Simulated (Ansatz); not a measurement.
Fe8N in space group I4/mmm (No. 139; Fe on 4d, Fe on 4e, Fe on 8h, N on 2a) under volume change, the program Ansatz at the PBEsol level (PAW), shape and atoms relaxed at each volume.

| V (Å³/atom) | E − E(relaxed) (meV/atom) | P (GPa) |
|---|---|---|
| 9.629 | 61.5 | 21.16 |
| 9.947 | 27.2 | 13.83 |
| 10.264 | 6.6 | 6.80 |
| 10.582 | 0.0 | 0.00 |
| 10.899 | 5.6 | -5.41 |
| 11.217 | 21.2 | -10.28 |
| 11.534 | 46.0 | -14.57 |

What does a third-order Birch–Murnaghan fit give for V₀, B₀ and B′?

V₀ = 10.60 Å³/atom, B₀ = 196 GPa, B′ = 2.7.

The first step of the workflow began from a Materials Project structure, measured or hypothetical; the Crystallography Open Database copy checked does not list it. Whether it is the stable phase at ambient conditions was not checked. The PBEsol relaxation kept the symmetry of its start; its stability against distortions is not shown here. Magnetic state: ferromagnetic, chosen from 5 collinear starts compared on coarse meshes (ties went to the first, and starts can fall back to one state), not a proven ground state. No Hubbard U is applied.

Potentials: the later of the program's two PAW sets.
